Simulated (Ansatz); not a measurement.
# Ionic part of the dielectric constant of CoO, mode by mode

Theory: Ansatz, DFT PBE+U, scalar-relativistic, plane waves, PAW. Plane waves to 420 eV; Γ-centred k mesh 12×12×12; Gaussian smearing of 0.02 eV. U_eff = 3.32 eV on Co d. Collinear spin, site moments 2.6, 0.2 μB. Phonons by linear response, acoustic sum rule imposed.

Symmetry: R-3m, No. 166, trigonal system. Conventional cell: a = 3.074 Å, b = 3.074 Å, c = 7.420 Å, α = 90.00°, β = 90.00°, γ = 120.00°. Co (site symmetry -3m) has 6 O at 2.16 Å as nearest neighbours. O (site symmetry -3m) has 6 Co at 2.16 Å as nearest neighbours.

The magnetic state is the one reached from the starting moments and may not be the lowest.

The primitive cell has V = 20.24 Å³ and ε∞,zz = 5.743. Each polar mode adds Δε = (4.92064×10⁷/V)·S/ν² along z, with S its oscillator strength in e²/amu, ν in cm⁻¹ and V in Å³.

Question: From these modes, find each Δε and ε0,zz.
```
ν (cm⁻¹) S_zz (e²/amu)
   217.4         0.5158
```

Answer:
```json
{"ν (cm⁻¹)": "217.4", "Δε": "26.52"}
```

The sum is 26.524, so ε0,zz = 32.27; the run's tensor has 32.27.

Question: Where do the longitudinal modes lie for a wave vector along z?

Answer: At 515 cm⁻¹. The Lyddane–Sachs–Teller product Π(ν_LO/ν_TO)² = 5.62 matches ε0/ε∞ = 5.62.